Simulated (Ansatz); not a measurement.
**Two states of BaCrF6**

```
Ba F Cr
1.0
     3.70312    2.13799    2.40440
    -3.70312    2.13799    2.40440
     0.00000   -4.27599    2.40440
Ba F Cr
1 6 1
Direct
  0.50000 0.50000 0.50000
  0.26000 0.89700 0.26000
  0.26000 0.26000 0.89700
  0.89700 0.26000 0.26000
  0.74000 0.10300 0.74000
  0.10300 0.74000 0.74000
  0.74000 0.74000 0.10300
  0.00000 0.00000 0.00000
```

Level: r2SCAN; 500 eV; 5×5×5 Γ-centred mesh; fermi-dirac occupations (width 0.1 eV); Ansatz 0.2.0, fixed geometry.

State A: no moments (no spin polarisation). State B: Cr8 up (collinear spin).

**Question.** Which state is lower, and how do they differ?

**Answer.** State B is lower by 199.5 meV an atom at zero smearing; in free energy at this smearing B lies -179.1 meV an atom from A.

```json
{"state": "A", "free energy (meV/atom)": "179.1", "largest moment in a small sphere (μB)": "0.00", "net moment (μB/cell)": "0.00", "gap on mesh (eV)": "metal", "pressure (GPa)": "-3.8", "largest force (eV/Å)": "0.90"}
{"state": "B", "free energy (meV/atom)": "0.0", "largest moment in a small sphere (μB)": "1.65", "net moment (μB/cell)": "2.00", "gap on mesh (eV)": "0.48", "pressure (GPa)": "-3.2", "largest force (eV/Å)": "0.93"}
```

Origin: a database entry at a rescaled volume. Caveats: the state breaks the symmetry of the cell; the Fermi level lies in a narrow band between gaps, which spin or distortion may split.
